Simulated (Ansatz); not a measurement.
A geometry of RbAu away from equilibrium: the start of the relaxation of a relaxed RbAu cell, doubled along one cell vector, shaken by Gaussian noise of σ = 0.08 Å a coordinate. Level of theory: PBE (plane waves to 420 eV, PAW, scalar-relativistic; Ansatz, an electronic-structure program). Γ-centred k-mesh 6×3×5 on the run's cell (coarser than for final values), Fermi–Dirac smearing 0.05 eV.

```xyz
8
Lattice="6.0526 0.0000 0.0000 -6.0526 10.4835 0.0000 0.0000 0.0000 7.0655" Properties=species:S:1:pos:R:3:forces:R:3 pbc="T T T" free_energy=-65668.278 pressure_GPa=0.1
Au     0.0166     3.4776     1.7532    0.0494    0.0684   -0.0413
Au    -3.0213     8.6232     1.7038    0.1974    0.1509    0.0685
Au     2.9764     1.8435     5.4826    0.0462   -0.0150   -0.2787
Au     0.1164     7.2062     5.2816   -0.2594   -0.1506    0.0315
Rb     0.0226     3.6448     5.2053   -0.0398   -0.0160    0.0896
Rb    -3.1358     8.7655     5.3093    0.2831    0.1479   -0.0505
Rb     3.1070     1.7310     1.6828   -0.0514   -0.0173    0.2361
Rb     0.1654     7.1202     1.8017   -0.2256   -0.1683   -0.0553
```

Positions in Å, forces in eV/Å, free energy of the cell in eV (comparable only within this code, potentials and settings). Largest force: 0.32 eV/Å, on Rb6 (atoms numbered as listed); the geometry lies 0.02 eV/atom above the end of its relaxation.

No spin polarisation in the result.

The end of the path is a generated cell of RbAu: the first start was made by placing the elements on the sites of a structure type, and the end was not matched to a known phase here, so it may be hypothetical. Known forms of RbAu include space group No. 221.
